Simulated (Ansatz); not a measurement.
Q: Write an Ansatz input for a single-point calculation of BaZrO3 with PBE (scalar-relativistic), a cutoff of 420 eV (density cutoff 4 times that), a Γ-centred 6×6×6 mesh and Gaussian smearing of 0.05 eV, without spin polarisation. Forces, stress and eigenvalues are wanted. The structure:
```
Ba Zr O
1.0
     4.1953966539    0.0000000000    0.0000000000
     0.0000000000    4.1953966539    0.0000000000
     0.0000000000    0.0000000000    4.1953966539
Ba Zr O
1 1 3
Direct
  0.0000000000 0.0000000000 0.0000000000
  0.5000000000 0.5000000000 0.5000000000
  0.0000000000 0.5000000000 0.5000000000
  0.5000000000 0.5000000000 0.0000000000
  0.5000000000 0.0000000000 0.5000000000
```

A: 
```yaml
crystal:
  lattice:
    - [4.1953966539, 0.0, 0.0]
    - [0.0, 4.1953966539, 0.0]
    - [0.0, 0.0, 4.1953966539]
  atoms:
    - { symbol: Ba, position: [0.0, 0.0, 0.0] }
    - { symbol: Zr, position: [0.5, 0.5, 0.5] }
    - { symbol: O, position: [0.0, 0.5, 0.5] }
    - { symbol: O, position: [0.5, 0.5, 0.0] }
    - { symbol: O, position: [0.5, 0.0, 0.5] }
basis:
  ecutwfc: 420
  ecutrho_ratio: 4
kpoints:
  mp_grid: { grid: [6, 6, 6] }
hamiltonian:
  xc: pbe
scf:
  occupations: { method: gaussian, width: 0.05 }
output:
  forces: true
  stress: true
  eigenvalues: true
```

Launched as:
```sh
ansatz run input.yaml --threads 4 --pin off --max-ram 7168MiB --backend cpu --events-out ev --progress --plain --runs-dir out
```

Run as written, it has 40 valence electrons, 1419 plane waves at Γ, 48 symmetry operations and 20 irreducible k-points; it took 6 SCF iterations in all. Run time: 4.8 s on 4 threads of Arm Neoverse N1, with other jobs on the host, peak memory 0.45 GiB.

The start was a prototype's sites filled with these elements; the Crystallography Open Database holds the compound in this structure. The ideal cubic cell shuts out tilts of the octahedra, which such structures often take.
